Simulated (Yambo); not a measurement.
Yambo input for BeTe (zinc blende, space group F-43m, No. 216) under isotropic strain of +0.5 % on all lattice vectors (a = 3.9844 Å, b = 3.9844 Å, c = 3.9844 Å, α = 60.00°, β = 60.00°, γ = 60.00°), on PBE (stringent potentials; pw.x of Quantum ESPRESSO, ONCV potentials, scalar-relativistic) wavefunctions on a 12×12×12 mesh:

```
optics
chi
dipoles
tddft
FFTGvecs= 40 Ry
Chimod= "LRC"
LRC_alpha= -0.563
NGsBlkXd= 4 Ry
% QpntsRXd
 1 | 1 |
%
% BndsRnXd
 6 | 39 |
%
GrFnTpXd= "R"
% EnRngeXd
 0.0 | 20.0 | eV
%
% DmRngeXd
 0.2 | 0.2 | eV
%
CGrdSpXd= 50
ETStpsXd= 161
% LongDrXd
 1.0 | 0.0 | 0.0 |
%
% XfnQP_E
 1.12 | 1.0 | 1.0 |
%
```

First lines of the file o-*.eps_q1_inv_LRC_dyson:

```
Absorption @ Q(1):   1.00000000     0.00000000     0.00000000    [q->0 direction]
#
# [ X ] Hartree size     :   59
# [GEN] GF Energies     : Perdew, Burke & Ernzerhof(X)+Perdew, Burke & Ernzerhof(C)+ user defined corrections @E
# [GEN] Green`s Function     : Retarded
#
# [GEN] Gauge     : Length
# [GEN] [r,Vnl] included     : yes
#
#    E[1] [eV]     Im(eps)     Re(eps)     Im(eps_o)     Re(eps_o)
#
     0.000000     0.14331E-15     7.356901     -0.41267E-17     6.790512
     0.125000     0.009221     7.359766     0.006953     6.792675
     0.250000     0.018499     7.368378     0.013942     6.799174
     0.375000     0.027890     7.382791     0.021002     6.810041
     0.500000     0.037453     7.403092     0.028171     6.825333
     0.625000     0.047251     7.429405     0.035486     6.845128
     0.750000     0.057349     7.461896     0.042989     6.869530
     0.875000     0.067819     7.500771     0.050722     6.898666
     1.000000     0.078737     7.546282     0.058733     6.932693
     1.125000     0.090190     7.598731     0.067072     6.971799
     1.250000     0.102273     7.658475     0.075795     7.016201
     1.375000     0.115095     7.725934     0.084964     7.066157
     1.500000     0.128778     7.801598     0.094651     7.121961
     1.625000     0.143466     7.886038     0.104933     7.183956
     1.750000     0.159323     7.979919     0.115902     7.252534
     1.875000     0.176543     8.084012     0.127661     7.328150
     2.000000     0.195354     8.199219     0.140332     7.411323
     2.125000     0.216031     8.326589     0.154054     7.502654
     2.250000     0.238901     8.467355     0.168995     7.602836
     2.375000     0.264365     8.622964     0.185353     7.712672
     2.500000     0.292912     8.795130     0.203364     7.833094
     2.625000     0.325153     8.985890     0.223315     7.965193
     2.750000     0.361853     9.197686     0.245559     8.110248
     2.875000     0.403984     9.433464     0.270528     8.269770
     3.000000     0.452803     9.696816     0.298768     8.445560
     3.125000     0.509956     9.992159     0.330970     8.639774
     3.250000     0.577638     10.32500     0.368025     8.855028
     3.375000     0.658840     10.70227     0.411102     9.094523
     3.500000     0.757729     11.13285     0.461769     9.362225
     3.625000     0.880269     11.62830     0.522177     9.663120
     3.750000     1.035279     12.20394     0.595359     10.00358
     3.875000     1.236291     12.88048     0.685750     10.39187
     4.000000     1.505047     13.68655     0.800096     10.83898
```
(The file goes on to the top of the energy range.) Convergence of the RPA response with its 12×12×12 mesh was not tested. The scissor comes from a G0W0 run whose convergence isn't established.

Spin-orbit coupling is not included.

Geometry strained from the cell relaxed with PBEsol, atoms relaxed again.
